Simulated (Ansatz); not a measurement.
Ansatz input (lattice in Å, positions in fractions of it; a bare `kind: paw` takes the build's default datasets)
```yaml
crystal:
  lattice:
    - [0, 2.355, 2.355]
    - [2.355, 0, 2.355]
    - [2.355, 2.355, 0]
  atoms:
    - { symbol: Zr, position: [0, 0, 0] }
    - { symbol: C, position: [0.5, 0.5, 0.5] }
kpoints:
  mp_grid: { grid: [8, 8, 8] }
hamiltonian:
  xc: pbe
  pseudopotentials: { kind: paw }
scf:
  occupations: { method: fermi_dirac, width: 0.1 }
output:
  forces: true
  stress: true
  eigenvalues: true
```

Theory: Ansatz, PBE, plane waves, PAW datasets (generated soft set 1).

**Question.** Does this run converge?

**Answer.** Yes, in 7 iterations.
